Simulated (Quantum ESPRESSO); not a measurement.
```
CELL_PARAMETERS angstrom
      0.00000     3.09633     3.09633
      3.09633     0.00000     3.09633
      3.09633     3.09633     0.00000
ATOMIC_POSITIONS crystal
  Se 0.25000 0.25000 0.25000
  Hg 0.00000 0.00000 0.00000
```

The geometry is that of Materials Project entry mp-820, symmetrised and not relaxed again.

What does norm-conserving LDA (Quantum ESPRESSO, 86 Ry, without SOC) give for the electronic structure near the Fermi level?

At this level the gap is closed or nearly so: along the path the highest valence and lowest conduction bands touch, or overlap by less than 0.6 eV, a zero-gap or semimetallic result; the valence top lies at Γ, the conduction bottom at Γ. Spin-orbit coupling is left out, which matters for elements this heavy: edges can move by tenths of an eV.
